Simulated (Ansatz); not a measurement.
Here is the system:

CuI:
```cif
data_Cu2I2
_chemical_formula_sum 'Cu2 I2'
_space_group_name_H-M_alt 'P 1'
_space_group_IT_number 1
_cell_length_a 5.11043
_cell_length_b 5.11043
_cell_length_c 4.31211
_cell_angle_alpha 90.000
_cell_angle_beta 90.000
_cell_angle_gamma 90.631
loop_
_space_group_symop_operation_xyz
  'x, y, z'
loop_
_atom_site_label
_atom_site_type_symbol
_atom_site_fract_x
_atom_site_fract_y
_atom_site_fract_z
_atom_site_occupancy
Cu1 Cu 0.41756 0.58244 0.75000 1
Cu2 Cu 0.58244 0.41756 0.25000 1
I1 I 0.77505 0.22495 0.75000 1
I2 I 0.22495 0.77505 0.25000 1
```

This is the r²SCAN+D4-relaxed structure.

### Question
All from plane-wave PAW r²SCAN+D4 (Ansatz code), unless another level is named. Estimate the band gap.

### Answer
1.37 eV (direct).

### Question
Predict the electron effective mass.

### Answer
0.19, 0.22, 0.63 mₑ (principal values).

### Question
And the hole effective mass?

### Answer
0.21, 0.78, 4.0 mₑ (principal values).

### Question
Give the formation energy from the elements (no fitted shifts).

### Answer
-0.11 eV/atom.

### Question
What about the valence-band maximum?

### Answer
at Γ.

Space group Cmcm. The workflow started from a Materials Project entry (that database holds measured and hypothetical structures alike); the Crystallography Open Database copy checked does not list it. It is not the phase usual at ambient conditions (space group No. 216). Symmetry was held in the r²SCAN+D4 relaxation; whether a distortion lowers the energy is not shown. The run is not spin-polarised. The references are the lowest solids computed at this level, not always the standard phases. Scalar-relativistic: spin–orbit coupling is off unless named, which matters more the heavier the elements.

Potentials: the later of the program's two PAW sets.
